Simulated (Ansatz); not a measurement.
Space group Fm-3m (No. 225). a = 4.204 Å, b = 4.204 Å, c = 4.204 Å, α = 90.00°, β = 90.00°, γ = 90.00°
```json
{"atom": "Mg", "site": "4a", "symmetry": "m-3m", "x": "0.0000", "y": "0.0000", "z": "0.0000"}
{"atom": "O", "site": "4b", "symmetry": "m-3m", "x": "0.5000", "y": "0.0000", "z": "0.0000"}
```

Equation of state of this MgO structure (not necessarily the ground state), with shape and atoms relaxed at each volume where symmetry leaves them free. Theory: DFT r2SCAN, scalar-relativistic, plane waves, PAW in Ansatz.

Cutoff 500 eV; k points 10×10×10 on the computed 2-atom cell (Γ-centred); Gaussian smearing, width 0.02 eV; no spin polarisation.

```
V (Å³/atom) E − E(largest V) (meV/atom) P (GPa) gap on mesh (eV)
      8.175                        45.44    27.70              7.09
      8.454                         4.95    19.08              6.70
      8.732                       -21.68    11.72              6.34
      9.011                       -36.45     5.42              6.00
      9.290                       -41.06     0.01              5.68
      9.568                       -36.94    -4.63              5.39
      9.847                       -25.34    -8.62              5.11
     10.219                         0.00   -13.08              4.77
```

**Question.** Fit a third-order Birch–Murnaghan equation to E(V).

**Answer.** V0 = 9.29 Å³/atom, B0 = 167 GPa, B0' = 4.1.